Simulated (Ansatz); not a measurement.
## Computed properties of MoPt

MoPt:
```cif
data_MoPt
_chemical_formula_sum 'Pt1 Mo1'
_space_group_name_H-M_alt 'P 1'
_space_group_IT_number 1
_cell_length_a 2.71053
_cell_length_b 2.71053
_cell_length_c 4.12560
_cell_angle_alpha 90.000
_cell_angle_beta 90.000
_cell_angle_gamma 90.000
loop_
_space_group_symop_operation_xyz
  'x, y, z'
loop_
_atom_site_label
_atom_site_type_symbol
_atom_site_fract_x
_atom_site_fract_y
_atom_site_fract_z
_atom_site_occupancy
Pt1 Pt 0.00000 0.00000 0.00000 1
Mo1 Mo 0.50000 0.50000 0.50000 1
```

Space group P4/mmm (No. 123), L1₀ or tetragonal B2; conventional cell a = b = 2.711 Å, c = 4.126 Å, α = β = γ = 90.00°.

Method: DFT-r²SCAN in the program Ansatz with PAW potentials. Structure relaxed to zero pressure with the same functional. Other levels are named where they apply.

### Cell and energy

```
Quantity                                                      Result
-----------------------------------------------------  -------------
Volume per atom                                             15.16 Å³
Density                                                  15.94 g/cm³
Formation energy from the elements (no fitted shifts)  -0.27 eV/atom
```

### Electronic structure

```
Quantity                                                                     Value
------------------------------------  --------------------------------------------
Electronic character                                             metallic (no gap)
Density of states at the Fermi level  0.91 states/eV per atom (mean over ±0.08 eV)
Gap with spin–orbit coupling                                       none (metallic)
```

### Mechanics

```
Item                                  Value
----------------------------------  -------
Bulk modulus (Birch–Murnaghan fit)  291 GPa
Pressure derivative B′                  4.8
```

### Charges

```
Item                          Value
-------------  --------------------
Bader charges  Pt -0.81, Mo +0.81 e
```

The start of the workflow was typed in or built on a structure type; neither database checked (COD, Materials Project) lists it. Its standing as an ambient phase is unchecked. The cell was relaxed with r²SCAN under the symmetry of its start; its stability against distortions is not shown here. The run is not spin-polarised. Axis ratios of metals converge slowly with the k-mesh, so a and c are less sure than the volume. The references are the lowest solids computed at this level, not always the standard phases. Spin–orbit coupling is left out wherever it is not named.

Potentials: the later of the program's two PAW sets.
